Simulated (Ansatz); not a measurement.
**CsPbBr3: a ladder of calculations**

Cell of run 1: a COD entry.

```cif
data_CsPbBr3
_symmetry_space_group_name_H-M 'Pnma'
_symmetry_Int_Tables_number 62
_cell_length_a 8.2550
_cell_length_b 11.7590
_cell_length_c 8.2070
_cell_angle_alpha 90.000
_cell_angle_beta 90.000
_cell_angle_gamma 90.000
loop_
_atom_site_label
_atom_site_type_symbol
_atom_site_symmetry_multiplicity
_atom_site_Wyckoff_symbol
_atom_site_fract_x
_atom_site_fract_y
_atom_site_fract_z
Cs Cs 4 c 0.9710 0.2500 0.9900
Pb Pb 4 b 0.0000 0.0000 0.5000
Br9 Br 4 c 0.5050 0.2500 0.0460
Br13 Br 8 d 0.2050 0.0250 0.7930
```

One atom of each set is listed.

Relaxed positions (PBE, cell held):

Cs (0.9377, 0.2500, 0.9852)
Pb (0.0000, 0.0000, 0.5000)
Br9 (0.5050, 0.2500, 0.0775)
Br13 (0.1989, 0.0384, 0.8018)

All runs are DFT with Ansatz 0.2.0 (plane waves and PAW, scalar-relativistic unless spin–orbit coupling is named, Γ-centred meshes, Fermi–Dirac smearing where given) in this cell.

Run 1: PBE, atoms as given; 420 eV, 4×3×4 k-points, smearing 0.02 eV.
Run 2: PBE, atoms relaxed; 420 eV, 4×3×4 k-points, smearing 0.02 eV.
Run 3: r2SCAN, at the relaxed atoms; 500 eV, 4×3×4 k-points, smearing 0.02 eV.

| run | Pb V_zz (η) | Br9 V_zz (η) | Br13 V_zz (η) |
| --- | --- | --- | --- |
| 1 | 2.07 (0.83) | 20.7 (0.04) | 20.0 (0.00) |
| 2 | ? | ? | ? |
| 3 | 0.85 (0.59) | 19.29 (0.13) | 18.63 (0.00) |

V_zz in 10²¹ V/m²; 3 of the 4 sets of like atoms are followed.

Problem. Estimate the row of run 2.

Solution. Pb: 0.94 (0.52); Br9: 20.7 (0.14); Br13: 20.0 (0.02). It lies nearest to run 3, from whose tensors on these sites it differs by 1.42 at most (largest principal value of the difference, on Br9). Taken one at a time, the positions of the atoms (as given or relaxed) move the tensors on these sites by up to 2.13 (largest principal value of the change, on Pb), the functional (r2SCAN with its higher cutoff) by 1.42 (Br9). On some sites the largest principal value moves to another axis from run to run, and the sign of V_zz can flip with it.

Leaving out spin–orbit coupling shifts gradients on Pb by a few per cent, and by more where contributions nearly cancel. Run 1: The values hang on the deposited positions: relaxing the atoms moves V_zz on Pb from 2.07 to 0.94.
